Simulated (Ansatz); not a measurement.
Rb2AgSbCl6:
```
CELL_PARAMETERS angstrom
      0.00000     5.35616     5.35616
      5.35616     0.00000     5.35616
      5.35616     5.35616     0.00000
ATOMIC_POSITIONS crystal
  Rb 0.75000 0.75000 0.75000
  Rb 0.25000 0.25000 0.25000
  Ag 0.50000 0.50000 0.50000
  Sb 0.00000 0.00000 0.00000
  Cl 0.75372 0.24628 0.24628
  Cl 0.24628 0.75372 0.75372
  Cl 0.24628 0.75372 0.24628
  Cl 0.75372 0.24628 0.75372
  Cl 0.24628 0.24628 0.75372
  Cl 0.75372 0.75372 0.24628
```

Relaxed with HSE06.

Task: Give the Bader charges and basin volumes of the independent atoms, the program Ansatz at the HSE06 level (PAW).

Result: 

```csv
atom,Bader charge (e),Bader volume (Å³)
Rb1,+0.91,32.1
Ag3,+0.64,19.0
Sb4,+1.73,17.9
Cl5,-0.70,33.9
```

Space group Fm-3m. The first step of the workflow began from a Materials Project structure, measured or hypothetical; the Crystallography Open Database copy checked does not list it. Whether it is the stable phase at ambient conditions was not checked. The HSE06 relaxation kept the symmetry of its start; its stability against distortions is not shown here. The run is not spin-polarised. Spin–orbit coupling is left out wherever it is not named.

Potentials: the later of the program's two PAW sets.
